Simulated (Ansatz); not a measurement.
Input and command of a plane-wave DFT calculation in Ansatz:

```yaml
crystal:
  lattice:
    - [3.0151431508, 0.0, 0.0]
    - [-1.5075715754, 2.6111905646, 0.0]
    - [0.0, 0.0, 2.9408156354]
  atoms:
    - { symbol: Hf, position: [0.0, 0.0, 0.0] }
    - { symbol: H, position: [0.6666666667, 0.3333333333, 0.5] }
basis:
  ecutwfc: 420
kpoints:
  mp_grid: { grid: [6, 6, 6] }
hamiltonian:
  xc: pbe
scf:
  occupations: { method: gaussian, width: 0.1 }
  lower_state_search: "off"
output:
  forces: true
  stress: true
  eigenvalues: true
```

```bash
ansatz run input.yaml --threads 1 --pin off --max-ram 2560MiB --backend cpu --events-out ev --progress --plain --runs-dir out
```

Processor: Arm Neoverse V2, 1 thread, on a host shared with other jobs.

Task: Estimate time, memory and problem size.

Result: About 1.1 s on 1 thread of Arm Neoverse V2 (shared host), peak memory 0.27 GiB. It solves 18 bands at 28 k points (the mesh reduced by the symmetry that the task leaves, which can be less than the crystal's) with about 417 plane waves, in 6 SCF iterations.
